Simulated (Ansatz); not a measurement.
Values for one crystal, relaxed and computed with DFT-PBE in the program Ansatz with PAW potentials; other levels are named.

| Property | Value |
|---|---|
| Volume per atom | 15.45 Å³ |
| Electronic character | metallic (no gap) |
| Gap with spin–orbit coupling | none (metallic) |
| Bulk modulus (Birch–Murnaghan fit) | 144 GPa |
| Pressure derivative B′ | 4.3 |
| Formation energy from the elements (no fitted shifts) | 0.15 eV/atom |
| Density of states at the Fermi level | 1.2 states/eV per atom (mean over ±0.08 eV) |

Q: Which compound is it?
(A) MoPd, rock salt
(B) AlRu, rock salt
(C) Al2Au, MoSi2 or CaC2 type
(D) ZrRu, rock salt

A: B, AlRu, rock salt

Space group Fm-3m (rock salt). The start of the workflow was typed in or built on a structure type; neither database checked (COD, Materials Project) lists it. COD files the formula under space group No. 221. Its standing as an ambient phase is unchecked. The PBE relaxation kept the symmetry of its start; its stability against distortions is not shown here. The run is not spin-polarised. Its formation energy is positive at this level, so the cell may be metastable or incomplete. The references are the lowest solids computed at this level, not always the standard phases. Spin–orbit coupling is left out wherever it is not named.

Potentials: the earlier of the program's two PAW sets.
